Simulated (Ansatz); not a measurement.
Consider the following.

TaSi2:
```cif
data_Si6Ta3
_chemical_formula_sum 'Ta3 Si6'
_space_group_name_H-M_alt 'P6422'
_space_group_IT_number 181
_space_group_name_Hall 'P 64 2 (0 0 2)'
_cell_length_a 4.78142
_cell_length_b 4.78142
_cell_length_c 6.55525
_cell_angle_alpha 90.000
_cell_angle_beta 90.000
_cell_angle_gamma 120.000
loop_
_atom_site_label
_atom_site_type_symbol
_atom_site_symmetry_multiplicity
_atom_site_Wyckoff_symbol
_atom_site_fract_x
_atom_site_fract_y
_atom_site_fract_z
_atom_site_occupancy
Ta1 Ta 3 c 0.50000 0.00000 0.00000 1
Si1 Si 6 i 0.15818 0.31636 0.00000 1
```

This is the r²SCAN-relaxed structure.

### Question
All from the program Ansatz at the r²SCAN level (PAW), unless another level is named. Predict the electronic character.

### Answer
metallic (no gap).

### Question
Predict the formation energy from the elements (no fitted shifts).

### Answer
-456 meV/atom.

### Question
What about the density of states at the Fermi level?

### Answer
0.32 states/eV per atom (mean over ±0.08 eV).

Space group P6_422. The workflow started from a Materials Project entry (that database holds measured and hypothetical structures alike); the Crystallography Open Database files this formula in space group No. 181, but the cells were not matched. Whether it is the stable phase at ambient conditions was not checked. The r²SCAN relaxation kept the symmetry of its start; its stability against distortions is not shown here. The run is not spin-polarised. The references are the lowest solids computed at this level, not always the standard phases. Spin–orbit coupling is left out wherever it is not named.

Potentials: the earlier of the program's two PAW sets.
